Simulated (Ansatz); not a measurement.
Sn (hcp (Mg type), space group No. 194) at seven volumes, DFT-PBEsol in the program Ansatz with PAW potentials, shape and atoms relaxed at each. One row is withheld.

```
V (Å³/atom)  P (GPa)
-----------  -------
23.877             ?
24.664          4.04
25.451          1.85
26.238          0.00
27.026         -1.54
27.813         -2.82
28.600         -3.89
```

**Question.** Fit the shown pressures and predict the withheld one.

**Answer.** Third-order Birch–Murnaghan: P = (3/2)B₀(x^(7/2) − x^(5/2))[1 + (3/4)(B′ − 4)(x − 1)] with x = (V₀/V)^(2/3). Least squares on the six rows gives V₀ = 26.239 Å³/atom, B₀ = 55.96 GPa, B′ = 4.98. At V = 23.877, x = 1.0649 and P = 6.68 GPa. The run itself gave 6.65 GPa.

Space group P6_3/mmc (hcp (Mg type)). The start of the workflow was typed in or built on a structure type; neither database checked (COD, Materials Project) lists it. It is not the phase usual at ambient conditions (space group No. 141). The cell was relaxed with PBEsol under the symmetry of its start; its stability against distortions is not shown here. Spin–orbit coupling is left out wherever it is not named.

Potentials: the earlier of the program's two PAW sets. The files were generated under PBE; for other functionals the program regenerates the frozen cores, and for LDA and PBEsol the local potential too.
